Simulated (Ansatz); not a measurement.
# PrAl₃Mo₂: rattling a relaxed structure

The cell was found from a structure generator's guess, not taken from experiment.

Level of theory: Ansatz 0.2.0, DFT PBE, scalar-relativistic, plane waves, PAW, and for the lanthanide a 4f-in-core norm-conserving potential. Plane waves to 660 eV, a k mesh through Γ of 12×12×4 on the computed 6-atom cell and Gaussian smearing (0.10 eV); no spin polarisation.

The cell below (6 atoms, space group P4/mmm (No. 123)) is relaxed within its symmetry.

```
CELL_PARAMETERS angstrom
3.37428 0.00000 0.00000
0.00000 3.37428 0.00000
0.00000 0.00000 9.95688
ATOMIC_POSITIONS crystal
Pr 0.00000 0.00000 0.00000
Al 0.50000 0.50000 0.23149
Al 0.50000 0.50000 0.50000
Al 0.50000 0.50000 0.76851
Mo 0.00000 0.00000 0.37467
Mo 0.00000 0.00000 0.62533
```

For the test a repeat of it with 12 atoms (edges 3.37, 3.37, 19.91 Å) was strained at random (σ = 1.5 % a component), the atoms were moved at random (σ = 0.05 Å), and all was relaxed again on a coarse 6×6×1 mesh (in the run’s order of axes) with 0.20 eV smearing, with no symmetry imposed.

Trial moments died out on the coarse mesh, so the last step has no spin; another magnetic start might hold.

Task: Is the structure stable against such a distortion?

Result: It returns, within 1 meV/atom of the unmoved cell on that mesh and with the same symmetry when read at 0.1 Å. So it is stable against the distortions that fit this cell and that this random move excites. Modes that don't fit the cell aren't tested.

The lanthanide is trivalent by construction, without f bands, f moments or other valences.
